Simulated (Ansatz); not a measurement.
CuTe₂I in space group P2_1/c (No. 14; Cu on 4e, Te on 4e, Te on 4e, I on 4e), r²SCAN (plane waves, PAW; program Ansatz), all energies at zero smearing, with the estimated change up to a 700 eV cutoff added, with one set of potentials and settings (totals compare only within such a set). Cell of 16 atoms (4 Cu, 8 Te, 4 I): -112598.181 eV.

```csv
element,reference phase,E (eV/atom)
Cu,"Fm-3m, 1 atoms in the cell",-6631.2396
Te,"P3_121, 3 atoms in the cell",-6994.8235
I,"Cmce, 4 atoms in the cell",-7528.0245
```

Formation energy per atom, worked out: (-112598.181 − 4×(-6631.2396) − 8×(-6994.8235) − 4×(-7528.0245))/16 = -0.159 eV/atom (-15 kJ per mol of atoms), at 0 K, without zero-point energy or fitted corrections.

The first step of the workflow began from a Materials Project structure, measured or hypothetical; the Crystallography Open Database files this formula in space group No. 14, but the cells were not matched. Whether it is the stable phase at ambient conditions was not checked. The r²SCAN relaxation kept the symmetry of its start; whether a distortion lowers the energy is not shown. The run is not spin-polarised. A crystal of weakly bound layers computed without a dispersion correction: the cell and the soft elastic constants depend strongly on that. The references are the lowest solids computed at this level, not always the standard phases. Scalar-relativistic: spin–orbit coupling is off unless named, which matters more the heavier the elements.

Potentials: the later of the program's two PAW sets.
